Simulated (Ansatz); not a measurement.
EuBi, relaxed from a PbO-type start to space group P4/mmm (read at 0.02 Å)

Level of theory: DFT, PBE, scalar-relativistic, collinear spin; plane waves to 420 eV with PAW datasets (Ansatz 0.2.0), 6×6×8 k-mesh, Gaussian smearing of 0.05 eV. The datasets are Ansatz's generated set soft_2.

```cif
data_structure
_symmetry_space_group_name_H-M 'P4/mmm'
_symmetry_Int_Tables_number 123
_cell_length_a 3.8351
_cell_length_b 3.8351
_cell_length_c 4.4501
_cell_angle_alpha 90.000
_cell_angle_beta 90.000
_cell_angle_gamma 90.000
_cell_volume 65.45
loop_
_atom_site_label
_atom_site_type_symbol
_atom_site_symmetry_multiplicity
_atom_site_Wyckoff_symbol
_atom_site_fract_x
_atom_site_fract_y
_atom_site_fract_z
_atom_site_occupancy
Eu1 Eu 1 d 0.50000 0.50000 0.50000 1
Bi1 Bi 1 a 0.00000 0.00000 0.00000 1
```

This is a trial structure: such lanthanide and actinide compounds mostly take the rock-salt structure.

Magnetic state: ferromagnetic, site spin moments Eu 6.88; Bi -0.05 μB.

The cell above was scaled in volume, and shape and atoms were relaxed at each volume within its symmetry. Energies are counted from the cell above.

Cell and atoms are those of this level's equilibrium.

| V (Å³/atom) | ΔE (meV/atom) | P (GPa) | largest moment (μB) |
| --- | --- | --- | --- |
| 31.42 | 6.2 | 1.6 | 6.87 |
| 32.07 | ? | ? | ? |
| 32.73 | 0.0 | 0.0 | 6.88 |
| 33.38 | 1.4 | -0.7 | 6.88 |
| 34.03 | 5.3 | -1.3 | 6.88 |
| 35.02 | 15.5 | -2.1 | 6.89 |

(1) Fill in the withheld row.

(2) What do the points give for the equilibrium volume, the bulk modulus and its pressure derivative (third-order Birch–Murnaghan)?

Answers:

(1) ΔE (meV/atom): 1.5, P (GPa): 0.8, largest moment (μB): 6.87.

(2) V0 = 32.73 Å³/atom, B0 = 35 GPa, B0′ isn't fixed: the energies give 4.1, and a fit of the pressures differs by over 0.35.

B0·V0 = 35.0 GPa × 32.73 Å³ = 7.14 eV/atom sets the scale: near the minimum ΔE ≈ ½ B0 V0 x², with x = V/V0 − 1, and a pressure of 0.3 GPa squeezes the volume by about 1 %. At the ends of the curve: x = −4.0 % predicts 5.8 meV/atom and the run gives 6.2; x = +7.0 % predicts 17.4 meV/atom and the run gives 15.5. Compression costs more and expansion less than the parabola says, since the crystal stiffens as it shrinks; B0′ measures that.

Without a U the 4f levels of Eu lie too near the Fermi level, so their share of the states there, and what hangs on it, is overstated. Scalar-relativistic only: spin–orbit splittings of the heavy atoms' levels are missing. The run wasn't fully tested for a lower electronic state. Site moments are of spin, integrated over atomic spheres. For an f⁶ shell, the formal count of Eu here, Hund's rules give L = S = 3 and J = 0, a non-magnetic ion. Spin-polarised DFT, with or without U, favours a large spin moment instead, a known failure, so moments and magnetic energies here aren't predictions. The run is a metal.
